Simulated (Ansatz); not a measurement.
The start is a generated cell, Mo placed in the AFLOW prototype A_oC8_64_f (A14, as in I). The cell and all atomic positions are relaxed at zero pressure with r2SCAN (plane waves to 500 eV, PAW, scalar-relativistic; Ansatz, a first-principles code). First-step values are on the input's coarse k-mesh.

Ansatz input (later rounds restart from its end on a renewed k-mesh):
Ansatz 0.2 input:
```yaml
crystal:
  lattice:
    - [2.5888764, -1.6946143, 0]
    - [2.5888764, 1.6946143, 0]
    - [0, 0, 7.1244232]
  atoms:
    - { symbol: Mo, position: [0.84515, 0.15485, 0.1175] }
    - { symbol: Mo, position: [0.15485, 0.84515, 0.8825] }
    - { symbol: Mo, position: [0.34515, 0.65485, 0.3825] }
    - { symbol: Mo, position: [0.65485, 0.34515, 0.6175] }
basis: { ecutwfc: 500, ecutrho_ratio: 4, xc_grid: 4, fft_grid_basis: typed }
kpoints: { mp_grid: { grid: [11, 11, 5] } }
hamiltonian:
  xc: r2scan
  dispersion: none
  pseudopotentials: { kind: paw }
scf: { occupations: { method: fermi_dirac, width: 0.05 } }
relax: { f_tol: 0.01, max_steps: 100, cell: { stress_tol: 0.02 } }
output: { forces: true, stress: true }
```

```json
{
 "outcome": "The space group goes from Cmce (No. 64) to Im-3m (No. 229); the end is bcc (W type), with 1 atom in the primitive cell",
 "energy_released": "about 1.4 eV/atom",
 "Shortest distances (start → end)": "The closest pairs of elements (up to four, under 3.6 Å), start → end: Mo–Mo 1.98 → 2.73 Å",
 "optimiser_moves": "12"
}
```

Final structure:

Space group Im-3m (No. 229); a = b = c = 3.151 Å, α = β = γ = 90.00°

```json
[
 {"atom": "Mo", "site": "2a", "symmetry": "m-3m", "x": "0.0000", "y": "0.0000", "z": "0.0000"}
]
```
(The calculation used a cell of 1 atom; values per cell refer to that cell.)

Final values are on a 21×21×21 k-mesh of the relaxed cell. The start holds a very short contact (Mo–Mo 1.98 Å). No spin polarisation in the result.

The run could not lose the symmetry of its start; a randomly shaken copy of 2 atoms returns to this structure.
